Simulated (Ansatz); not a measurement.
**Computed properties of AlRu**

AlRu:
```yaml
crystal:
  lattice:
    - [0.00000, 2.46492, 2.46492]
    - [2.46492, 0.00000, 2.46492]
    - [2.46492, 2.46492, 0.00000]
  atoms:
    - { symbol: Ru, position: [0.00000, 0.00000, 0.00000] }
    - { symbol: Al, position: [0.50000, 0.50000, 0.50000] }
```

Space group Fm-3m (No. 225), rock salt; conventional cell a = 4.930 Å, b = 4.930 Å, c = 4.930 Å, α = 90.00°, β = 90.00°, γ = 90.00°.

Method: the program Ansatz at the PBEsol level (PAW). Geometry: relaxed at this level of theory. Other levels are named where they apply.

### Cell and energy

```
Quantity                                                      Value
-----------------------------------------------------  ------------
Volume per atom                                            14.98 Å³
Density                                                  7.10 g/cm³
Formation energy from the elements (no fitted shifts)  0.22 eV/atom
```

### Electronic structure

```
Item                                                                        Value
------------------------------------  -------------------------------------------
Electronic character                                            metallic (no gap)
Density of states at the Fermi level  1.1 states/eV per atom (mean over ±0.08 eV)
Gap with spin–orbit coupling                                      none (metallic)
```

### Mechanics

```
Property                                                               Result
-------------------------------------  --------------------------------------
Bulk modulus (Birch–Murnaghan fit)                                    156 GPa
Pressure derivative B′                                                    4.3
Elastic constants (relaxed ions, GPa)      C11 = 347, C12 = 60.5, C44 = -78.2
Mechanical stability                   unstable (C has a negative eigenvalue)
```

### Phonons

```
Quantity                                       Result
-----------------------------  ----------------------
Highest zone-centre frequency                335 cm⁻¹
Zone-centre stability          no imaginary mode at Γ
```

The start of the workflow was typed in or built on a structure type; neither database checked (COD, Materials Project) lists it. COD files the formula under space group No. 221. Its standing as an ambient phase is unchecked. The PBEsol relaxation kept the symmetry of its start. The run is not spin-polarised. Its formation energy is positive at this level, so the cell may be metastable or incomplete. As this level gives no gap, shear constants depend on the k-mesh and smearing (Fermi–Dirac, 0.1 eV here). As this level gives no gap, phonon frequencies hold no LO–TO term and depend on the k-mesh and smearing (Fermi–Dirac, 0.1 eV here). The references are the lowest solids computed at this level, not always the standard phases. Scalar-relativistic: spin–orbit coupling is off unless named, which matters more the heavier the elements.

Potentials: the earlier of the program's two PAW sets. The files were generated under PBE; for other functionals the program regenerates the frozen cores, and for LDA and PBEsol the local potential too.
